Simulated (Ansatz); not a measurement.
AlAs (zinc blende), relaxed with HSE06 (Ansatz, an electronic-structure program, plane waves, PAW): a = b = c = 5.6819 Å, α = β = γ = 90.00°.

- gap (eV) = 2.10
- B₀ by P(V) fit (GPa) = 75.8

Task: The same phase is relaxed and computed with LDA in the same code. What are the cell and these values now?

Result: a = 5.629 Å, b = 5.629 Å, c = 5.629 Å, α = 90.00°, β = 90.00°, γ = 90.00°.

- gap (eV) = 1.32
- B₀ by P(V) fit (GPa) = 75.4

All cells were relaxed under the symmetry of their starts (and spin orders); stability against distortions was not tested throughout. Scalar-relativistic: spin–orbit coupling is off unless named, which matters more the heavier the elements.

Potentials: the earlier of the program's two PAW sets. The files were generated under PBE; for other functionals the program regenerates the frozen cores, and for LDA and PBEsol the local potential too.

Ansatz is a plane-wave DFT program.
